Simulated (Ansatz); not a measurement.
BaTiO₃ in space group R3m (No. 160; Ba on 3a, Ti on 3a, O on 9b) under volume change, DFT-r²SCAN in the program Ansatz with PAW potentials, shape and atoms relaxed at each volume.

```json
[
 {"V (Å³/atom)": "11.858", "E − E(relaxed) (meV/atom)": "48.5", "P (GPa)": "15.35"},
 {"V (Å³/atom)": "12.249", "E − E(relaxed) (meV/atom)": "19.7", "P (GPa)": "8.76"},
 {"V (Å³/atom)": "12.639", "E − E(relaxed) (meV/atom)": "4.5", "P (GPa)": "3.86"},
 {"V (Å³/atom)": "13.030", "E − E(relaxed) (meV/atom)": "0.0", "P (GPa)": "0.00"},
 {"V (Å³/atom)": "13.421", "E − E(relaxed) (meV/atom)": "3.9", "P (GPa)": "-3.06"},
 {"V (Å³/atom)": "13.812", "E − E(relaxed) (meV/atom)": "14.4", "P (GPa)": "-5.46"},
 {"V (Å³/atom)": "14.203", "E − E(relaxed) (meV/atom)": "30.1", "P (GPa)": "-7.34"}
]
```

Task: What does a third-order Birch–Murnaghan fit give for V₀, B₀ and B′?

Result: V₀ = 13.02 Å³/atom, B₀ = 116 GPa, B′ = 7.3.

This is a known low-temperature phase of the composition, computed here at zero pressure and temperature. Symmetry was held in the r²SCAN relaxation; of distortions, only those at the zone centre were tested. The run is not spin-polarised. Spin–orbit coupling is left out wherever it is not named.

Potentials: the earlier of the program's two PAW sets.
